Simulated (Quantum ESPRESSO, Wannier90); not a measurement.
**Wannierisation of YGe (Cmcm)**

```xyz
4
Lattice="0.0000 0.0000 3.9546 -4.2826 0.0000 0.0000 2.1413 -5.3622 0.0000" Properties=species:S:1:pos:R:3 pbc="T T T"
Y      0.0000    -1.4865    -0.9887
Y      0.0000     1.4865     0.9887
Ge    -2.1413     0.9049    -0.9887
Ge     2.1413    -0.9049     0.9887
```

Materials Project entry mp-9971; symmetrised, unrelaxed at this level. Not found in the COD (Crystallography Open Database) copy used; not checked further. Level: PBEsol, spinors with spin-orbit coupling; pw.x of Quantum ESPRESSO at 63 Ry with PseudoDojo potentials, 4×4×4 k-points, Wannier90. Density: 8×8×8 mesh, cold smearing 0.01 Ry.

A tight-binding model is made by disentanglement and projection with no localisation steps (num_iter = 0), so the 52 orbitals stay atom-like: hydrogen-like Y: s;p;d; Ge: s;p, axes along x, y, z; frozen window up to 1.50 eV relative to the Fermi level. It follows pw.x to 21 meV rms for states up to 1.0 eV relative to the Fermi level. Matrix elements depend on this choice of orbitals and windows.

Q: What are the on-site energies relative to the Fermi level, and how fast do the hoppings decay?

A: 
```csv
atom,orbitals,energy (eV)
Y1,s↑ s↓,4.36
Y1,pz↑ pz↓,8.64
Y1,px↑ px↓,8.62
Y1,py↑ py↓,8.85
Y1,dz2↑ dz2↓,3.04
Y1,dxz↑ dxz↓,3.63
Y1,dyz↑ dyz↓,3.33
Y1,dx2-y2↑ dx2-y2↓,3.35
Y1,dxy↑ dxy↓,3.14
Y2,s↑ s↓,4.36
Y2,pz↑ pz↓,8.64
Y2,px↑ px↓,8.62
Y2,py↑ py↓,8.85
Y2,dz2↑ dz2↓,3.04
Y2,dxz↑ dxz↓,3.63
Y2,dyz↑ dyz↓,3.33
Y2,dx2-y2↑ dx2-y2↓,3.35
Y2,dxy↑ dxy↓,3.14
Ge3,s↑ s↓,-5.96
Ge3,pz↑ pz↓,2.75
Ge3,px↑ px↓,2.53
Ge3,py↑ py↓,2.61
Ge4,s↑ s↓,-5.96
Ge4,pz↑ pz↓,2.75
Ge4,px↑ px↓,2.53
Ge4,py↑ py↓,2.61
```

```tsv
distance of the centres (Å)	largest modulus (eV)
2–3	1.7
3–4	2.1
4–5	0.72
5–6	0.29
6–7	0.18
```
